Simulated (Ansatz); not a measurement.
BiTe:
```xyz
2
Lattice="2.4114 1.3922 3.2949 -2.4114 1.3922 3.2949 0.0000 -2.7845 3.2949" Properties=species:S:1:pos:R:3 pbc="T T T"
Bi     0.0000     0.0000     4.9424
Te     0.0000     0.0000     0.0000
```

Relaxed with r²SCAN.

### Question
Give the Bader charges and basin volumes of the independent atoms, plane-wave PAW r²SCAN (Ansatz code).

### Answer


| atom | Bader charge (e) | Bader volume (Å³) |
|---|---|---|
| Bi1 | +0.48 | 30.6 |
| Te2 | -0.48 | 35.8 |

Space group R-3m. The workflow started from a Materials Project entry (that database holds measured and hypothetical structures alike); the Crystallography Open Database copy checked does not list it. COD files the formula under space group No. 164, 225. Whether it is the stable phase at ambient conditions was not checked. The cell was relaxed with r²SCAN under the symmetry of its start; whether a distortion lowers the energy is not shown. Spin–orbit coupling is left out wherever it is not named.

Potentials: the later of the program's two PAW sets.
